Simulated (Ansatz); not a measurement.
Ansatz (a first-principles code) input:

Ansatz 0.2 input:
```yaml
crystal:
  lattice:
    - [0.0, 3.0423404435, 3.0423404435]
    - [3.0423404435, 0.0, 3.0423404435]
    - [3.0423404435, 3.0423404435, 0.0]
  atoms:
    - { symbol: Cd, position: [0.0, 0.0, 0.0] }
    - { symbol: Te, position: [0.5, 0.5, 0.5] }
kpoints:
  mp_grid: { grid: [12, 12, 12] }
hamiltonian:
  xc: r2scan
  pseudopotentials: { azcp: { folder: ./paw }, kind: paw }
scf:
  occupations: { method: gaussian, width: 0.05 }
checkpoint: { read: metal.run }
output: { bader: true, populations: true }
```

Output (shortened):

```
Pseudopotential: Cd, paw, valence charge 20
Pseudopotential: Te, paw, valence charge 16
Functional definition: r2SCAN
Crystal: 2 atoms, lattice volume = 56.319 Å³
Basis set: ecut = 500 eV, 1459 PW (Γ), exchange–correlation on 128×128×128 points (64 copies of the dense FFT grid, shifted against one another)
Bands: 26, of which v1, the nominal top of the filled ones, is band 18 counted from 1 (17 counted from 0)
Symmetry: 48 space group operations
Space group: Fm-3m (ITA 225), of the structure as read, at distance tolerance 3.8e-5 Å
k-points: 72 of 1728
Stability of the state it starts from, as read at its close in the unpolarized treatment …
iter 1 solved again at ethr=5.99e-8 eV; its pass at ethr=3.10e-3 eV (dr2=2.16e-5 eV) is discarded
SCF iter   1: F=—  HF=-15263.949806 eV  |F-HF|=—  |Δ(HF+E_count)|=         —  Δρ=7.36e-7  dr2=2.27e-10  dr2_τ=2.31e-11  ethr=5.99e-8  ⟨swp⟩=4.0  Hψ=15854  notcnv=0
preconditioner: auto → LDOS
SCF iter   2: F=-15263.949806 eV  HF=-15263.949806 eV  |F-HF|=1.93e-10  |Δ(HF+E_count)|=   2.97e-8  Δρ=9.04e-7  dr2=3.16e-10  dr2_τ=2.64e-11  ethr=1.00e-12  ⟨swp⟩=8.5  Hψ=8906  notcnv=0
SCF 1 converged in 2 iterations: F = -15263.949806 eV  dr2 = 3.16e-10
SCF converged after 2 iterations
Free energy (F): -15263.949806 eV
Harris-Foulkes:  -15263.949806 eV  (|F-HF|=1.93e-10)
Internal energy: -15263.948506 eV  (E = F + TS)
E sigma→0 (E₀):  -15263.949156 eV
Entropy (-TS):   -0.001300 eV (-0.650 meV/atom)
Fermi energy:    10.038107 eV
--- Per-component energies (eV) ---
  E_band       = -733.474993
  E_kinetic    = 612.545513
  E_local      = -4959.751798  (includes V_loc(G=0)·N_el)
  E_nonlocal   = 188.346713
  E_hartree    = 2359.915682
  E_xc         = -261.121640
  E_vxc        = -323.939081  (∫ρ·V_xc dr)
  E_paw        = -8819.469687  (= ΣΔE_a)
  E_vpaw       = -991.534660  (= ΣTr[D̂ρ^β])
  E_aug_tail   = 0.000036  (compensation charges beyond the density's cutoff)
  E_vtau       = 21.026789  (kinetic-family band-sum trace: ∫τ·v_τ [+ j·A + Jᵃ·Aᵃ] dr)
  E_ewald      = -4384.133434
  E_core_change = -0.279891  (= ΣΔE_core)
  E_smearing   = -0.001300  (= −TS)
  E_closure    = 0.000000  (closes the sum)
  Σ components = -15263.949806   (vs F -15263.949806, Δ=0.00e0)
  [band-id]    e_kinetic+e_local+e_nonlocal+2·e_hartree+e_vxc+e_vpaw+e_augmentation_tail+e_vtau = -733.475124   (vs E_band -733.474993, Δ=-1.31e-4)
--- Band table (eV; the first three rows and the last of 72) ---
  k-point 0: bands = ["-95.2260", "-55.3729", "-55.3729", "-55.3729", "-26.8607", "-26.8607", "-26.8509", "-26.8509", "-26.8509", "-1.9784", "1.3246", "1.3246", "1.3643", "1.3643", "1.3643", "9.5299", "9.5299", "9.5299", "11.0030", "17.6265", "17.6265", …
  k-point 1: bands = ["-95.2258", "-55.3729", "-55.3729", "-55.3729", "-26.8607", "-26.8607", "-26.8508", "-26.8508", "-26.8508", "-1.9194", "1.3149", "1.3149", "1.3621", "1.3685", "1.3685", "8.7864", "9.5531", "9.5531", "11.6925", "16.9848", "17.4587", …
  k-point 2: bands = ["-95.2258", "-55.3730", "-55.3729", "-55.3729", "-26.8606", "-26.8606", "-26.8507", "-26.8506", "-26.8506", "-1.7489", "1.2860", "1.2860", "1.3551", "1.3826", "1.3826", "7.6333", "9.6203", "9.6203", "12.6321", "16.2351", "16.6325", …
  k-point 71: bands = ["-95.2258", "-55.3731", "-55.3731", "-55.3730", "-26.8609", "-26.8598", "-26.8500", "-26.8500", "-26.8485", "-0.9791", "1.2486", "1.3749", "1.3749", "1.4847", "2.0834", "6.6419", "6.7094", "6.7094", "12.6691", "15.2983", "17.1703", …
--- Löwdin populations: 2 sites ---
  site symbol       q [e]
     0     Cd     18.8495
     1     Te     16.9598
  spilling = 0.005297 (of n_electrons = 36.000000)
--- Bader charges: 2 sites ---
  site symbol  charge [e]  shift [e]
     0     Cd      0.6910     0.0000
     1     Te     -0.6910     0.0000
  shift: an alarm, by how much a part of what the PAW files miss would move the charge. Where it is large, compare
  with a run on PAW files of another source; a small one proves nothing
  estimated error of the sums over rays = 4.0e-4 e
```

Cost: about 20 core-seconds (a rough figure) on shared cores.

This is a known high-pressure phase of the composition, computed here at zero pressure and temperature. The r²SCAN relaxation kept the symmetry of its start; of distortions, only those at the zone centre were tested. Spin–orbit coupling is left out wherever it is not named.

Potentials: the earlier of the program's two PAW sets.

Ansatz is a plane-wave DFT program.
